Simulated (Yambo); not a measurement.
```
CELL_PARAMETERS angstrom
     -3.36712     3.36712     2.95688
      3.36712    -3.36712     2.95688
      3.36712     3.36712    -2.95688
ATOMIC_POSITIONS crystal
  O  0.51440 0.33691 0.17749
  O  0.08691 0.40942 0.32251
  O  0.15942 0.33691 0.82251
  O  0.08691 0.76440 0.67749
  O  0.23560 0.91309 0.32251
  O  0.66309 0.48560 0.82251
  O  0.59058 0.91309 0.67749
  O  0.66309 0.84058 0.17749
  P  0.25000 0.75000 0.50000
  P  0.50000 0.50000 0.00000
  Lu 0.00000 0.00000 0.00000
  Lu 0.75000 0.25000 0.50000
```

Response from Yambo on PBEsol (pw.x of Quantum ESPRESSO, ONCV potentials, without SOC) bands: 4×4×4 mesh, 132 bands, 3 Ry local-field block, 0.2 eV broadening.

Give the static electronic dielectric constant without and with local fields along each axis.


| field along | ε(0), independent particles | ε(0), RPA with local fields | refractive index √ε |
|---|---|---|---|
| x | 3.66 | 3.31 | 1.82 |
| z | 3.98 | 3.69 | 1.92 |
Electronic (clamped-ion) response only. PBEsol gaps are usually too small, which raises these values. Convergence of the RPA response with its 4×4×4 mesh was not tested. x, y and z are Cartesian axes of the cell as given.

Geometry of the Materials Project entry, not relaxed at this level.
